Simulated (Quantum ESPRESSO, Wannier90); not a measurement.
## Wannierisation of SrCl2 (fluorite)

```
begin unit_cell_cart
ang
    0.0000000000    3.4997450000    3.4997450000
    3.4997450000    0.0000000000    3.4997450000
    3.4997450000    3.4997450000    0.0000000000
end unit_cell_cart
begin atoms_frac
Sr   0.0000000000  0.0000000000  0.0000000000
Cl  -0.2500000000 -0.2500000000 -0.2500000000
Cl   0.2500000000  0.2500000000  0.2500000000
end atoms_frac
```

Structure: Materials Project mp-23209, symmetrised, not relaxed again. COD (Crystallography Open Database) has an entry of this formula and space group (matched by these alone). Computed values, not measurements, from PBEsol: Quantum ESPRESSO (norm-conserving PseudoDojo potentials, cutoff 55 Ry, no spin polarisation, no spin-orbit coupling) on a Γ-centred 6×6×6 mesh, then Wannier90. Density: 8×8×8 mesh, cold smearing 0.01 Ry.

Functional, cutoff and mesh named above are those of the base row (PBEsol); the first column says what each row takes instead. Model: 14 functions from bands 5-27, start hydrogen-like Sr: s;d; Cl: s;p, disentangled but not localised (num_iter = 0), frozen window tied to the conduction edge or Fermi level of each row, as listed, which moves Ω_I and hoppings a little by itself. Energies are relative to the valence-band maximum; the misfit is to pw.x on a path, for states up to 6.1 eV relative to the valence-band maximum. The functional changes, each with its own PseudoDojo files and their cutoffs, on the same cell. The disentangled Ω_I can sit in another minimum from row to row.

```csv
functional,frozen to (eV),Ω_I (Å²),rms misfit (meV),gap (eV),bottom of band 5 (eV),on-site Sr1 dz2 minus Sr1 s (eV),"hopping modulus Sr1 dxy – Cl2 pz, R = 0 1 0 (eV)","hopping modulus Cl2 px – Sr1 s, R = 0 0 0 (eV)","hopping modulus Sr1 dyz – Cl2 s, R = 1 0 0 (eV)","hopping modulus Cl3 pz – Cl2 pz, R = 0 0 1 (eV)"
LDA,6.34,26.82,4.4,4.84,-13.22,-0.93,0.600,0.519,0.449,0.393
PBE,6.81,27.33,4.3,5.30,-13.27,-1.06,0.585,0.503,0.447,0.388
PBEsol,6.61,26.71,4.6,5.11,-13.26,-1.01,0.596,0.516,0.449,0.391
```
